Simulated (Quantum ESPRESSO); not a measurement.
One change at a time to Al2MgPt2Ru3

Calculated results; nothing here was measured. They come from Quantum ESPRESSO 7.5, a public plane-wave density functional program. Each row is one single-point run on a made-up periodic cell of eight metal atoms, with elements, volume, strain and displacements drawn at random and not relaxed, so a cell may be unstable or far from any real phase. There is no spin polarisation or spin-orbit coupling.

Settings: PBE unless stated; PseudoDojo standard norm-conserving files; Fermi-Dirac width 0.25 eV, which means electrons at about 2900 K; cutoff 1143 eV; 5 x 5 x 4 k mesh shifted half a step off Gamma. E is the free energy of the whole cell (internal energy minus TS), so a -TS column is already part of it. Stress is positive in tension, and the pressure P is minus a third of its trace.

Checks: one run of this series was repeated at a higher cutoff and on a denser mesh, which moved values by no more than 0.003 eV, 0.02 GPa and 0.005 eV/Å, and a second program with other atomic files agreed on it to 2 % rms in force and 0.5 GPa in pressure. Known limits: the tin pseudopotential is less sure than most, with forces differing by about three percent from a second method on plain tin; heavy elements are run without spin-orbit coupling, which real alloys of them have; a spin test at this wide smearing found no moment, but such smearing suppresses magnetism that the real alloy may have.

The lattice is face-centred cubic, and the cell vectors in Å are (2.015, 4.091, 2.046); (2.017, -4.096, 2.054); (4.127, 0.003, -4.195), a volume of 138.49 Å³ in run 1. The elements on sites 1 to 8 are Al Pt Ru Al Ru Ru Mg Pt. Each later run makes one change to run 1 and keeps the rest. E is counted from run 1, and is n/a where other atomic files have another zero of energy.

```
run                           change  V (Å³)  P (GPa)  -TS (eV)  rms force (eV/Å)  largest change of a force component (eV/Å)  E (eV)
  1                             none  138.49   -19.45    -1.889             0.357                                       0.000   0.000
  2          sites 5 and 7 exchanged  138.49   -19.91    -1.765             0.291                                       0.736  -0.595
  3    all lengths scaled by -1.28 %  133.24   -15.98    -1.804             0.381                                       0.119  -0.582
  4              LDA in place of PBE  138.49   -27.64    -1.889             0.369                                       0.168     n/a
  5                     Sn on site 5  138.49   -10.79    -1.430             0.465                                       0.806     n/a
  6  site 6 moved by +0.17 Å along z  138.49   -18.97    -1.865             0.380                                       0.309       ?
```

## Worked estimate

Along the move dE = -F dx. The force on site 6 along z is 0.034 eV/Å in run 1 and -0.275 eV/Å in run 6, and the move is +0.17 Å, so the mean force times the move gives an estimate.

## Withheld value

Question: what E should run 6 give?

The estimate is 0.020 eV. The calculation gave 0.018 eV. The mean of two end points misses the curvature of the force.
